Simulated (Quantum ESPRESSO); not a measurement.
```
CsSnBr3
1.0
    5.83901     0.00000     0.00000
    0.00000     5.83901     0.00000
    0.00000     0.00000     5.83901
Cs Sn Br
1 1 3
Direct
  0.00000   0.00000   0.00000
  0.50000   0.50000   0.50000
  0.50000   0.00000   0.50000
  0.00000   0.50000   0.50000
  0.50000   0.50000   0.00000
```
Geometry: a computed entry of the Materials Project; it was not checked against measured cells. It is CsSnBr3 in Pm-3m; whether this form has been observed was not checked. Stability against distortions was not tested.

With PBE (a modified build of Quantum ESPRESSO; gradients by PAW reconstruction on its ground state; JTH PAW datasets, 20 Ha):

```json
[
 {"quantity": "Vzz Br (a.u.)", "PBE": "2.259"}
]
```

Cores are frozen. Against all-electron runs on small test molecules, this scheme's |Vzz| missed by −5 % on Br.

### Question
What does the LDA, on its own JTH datasets and the same geometry, give?

### Answer
| quantity | LDA | LDA − PBE |
|---|---|---|
| Vzz Br (a.u.) | 2.279 | +0.020 |
